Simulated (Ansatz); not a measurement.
W (bcc, W type)

```
W
1.0
   -3.16984     3.16984     3.16984
    1.58492    -1.58492     1.58492
    1.58492     1.58492    -1.58492
W
2
Direct
  0.00000   0.00000   0.00000
  0.50000   0.00000   0.00000
```

In this cell atom 2 (W, nearest neighbour W at 2.745 Å; its periodic images, 2.7 Å or more away, move with it) is moved by s along Cartesian x, unit vector (1.000, 0.000, 0.000); all other atoms and the cell stay fixed.

The numbers are results of r2SCAN (plane waves to 500 eV, PAW, scalar-relativistic; Ansatz, a first-principles code), not measurements. k mesh 17×17×17 (Γ-centred), Fermi-Dirac smearing 0.05 eV. E stands for the smeared free energy. With partly filled bands, energies and forces of such displacements shift with the k mesh and the smearing. On this mesh the relaxed cell isn't quite at rest: it carries a pressure of -0.1 GPa (compression positive) at the zero of the scan. Spin-orbit coupling is left out, though W is heavy. The PAW data are Ansatz's earlier set. W is run without spin polarisation. W was relaxed with its symmetry unable to fall. ΔE is measured from the undisplaced structure.

The scan covers s from -0.270 to 0.270 Å in 11 points.

Problem. Is the energy the same for equal positive and negative displacements?

Solution. Even: the same for both signs. With its periodic images moving along, the atom's site symmetry in this cell is mmm.

Problem. What force acts on the atom along the line at s = -0.270 Å?

Solution. 1.94 eV/Å.

Problem. What is the force constant k = d²E/ds² of this move at s = 0?

Solution. 5.89 eV/Å².

(A displaced cell: forces are minus the slopes of the energy, force constants its curvatures, and phonons follow from these.)
